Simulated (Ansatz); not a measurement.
## GeBi: input and output

The input, for Ansatz 0.2.0 (plane waves, PAW):

```yaml
crystal:
  lattice:
    - [2.047009, 3.545518, 0.0]
    - [-2.047009, 3.545518, 0.0]
    - [0.0, -2.363679, 3.673815]
  atoms:
    - { symbol: Ge, position: [0.0, 0.0, 0.0] }
    - { symbol: Bi, position: [0.5, 0.5, 0.5] }
  symmetry: { tolerance: 0.0003 }
kpoints:
  mp_grid: { grid: [10, 10, 10], shift: [0, 0, 0] }
  band_path:
    path:
      - [0.0, 0.0, 0.0]
      - [0.0, 0.0, 0.5]
      - [0.26434244, -0.26434244, 0.5]
      - [0.26434244, -0.47131511, 0.23565756]
      - [0.5, 0.0, 0.0]
      - [0.0, 0.0, 0.0]
      - [0.36782878, -0.36782878, 0.0]
      - [0.26434244, -0.36782878, 0.36782878]
      - [0.0, -0.5, 0.5]
      - [0.0, 0.0, 0.0]
    npoints: 6
magnetization:
  spin_polarized: false
scf:
  occupations: { method: fermi_dirac }
  lower_state_search: "off"
  max_iter: 200
hamiltonian:
  pseudopotentials: { kind: paw }
  xc: pbesol
basis:
  ecutwfc: 420
  fft_grid_basis: typed
output:
  forces: true
  stress: true
  eigenvalues: true
  bader: true
  populations: true
  elf: true
  write_potential: true
  volumetric_format: npy
  dos:
    e_range: [-12, 8]
    de: 0.05
    projected: { site_lists: { Bi: [Bi], Ge: [Ge] } }
checkpoint:
  read: saved_state
```

The saved state is an earlier solution for the same cell, perhaps on another mesh. 

Excerpt of what it printed:

```
Free energy (F): -16495.1266 eV
Harris-Foulkes:  -16495.1266 eV  (|F-HF|=2.07e-9)
Internal energy: -16495.0875 eV  (E = F + TS)
E sigma→0 (E₀):  -16495.1071 eV
Entropy (-TS):   -0.0391 eV (-19.533 meV/atom)
Fermi energy:    10.1499 eV
--- Per-component energies (eV) ---
  E_band       = -225.7282
  E_kinetic    = 412.7353
  E_local      = -3781.6448  (includes V_loc(G=0)·N_el)
  E_nonlocal   = 979.0202
  E_hartree    = 1483.7874
  E_xc         = -224.6687
  E_vxc        = -208.0864  (∫ρ·V_xc dr)
  E_paw        = -12485.9384  (= ΣΔE_a)
  E_vpaw       = -595.3261  (= ΣTr[D̂ρ^β])
  E_aug_tail   = -0.0002  (compensation charges beyond the density's cutoff)
  E_ewald      = -2879.3861
  E_core_change = 1.0077  (= ΣΔE_core)
  E_smearing   = -0.0391  (= −TS)
--- Stress (GPa, compression-positive) ---
       -0.8243       0.0000       0.0000
        0.0000      -0.8243       0.0000
        0.0000       0.0000      -3.3136
  P = ⅓ Tr σ = -1.6540 GPa (-16.540 kbar)
--- Löwdin populations: 2 sites ---
  site symbol       q [e]
     0     Ge     14.2331
     1     Bi     14.7088
  spilling = 0.0020 (of n_electrons = 29.0000)
```

Origin: a known structure type with other elements, at an estimated volume, so it need not be a known compound.
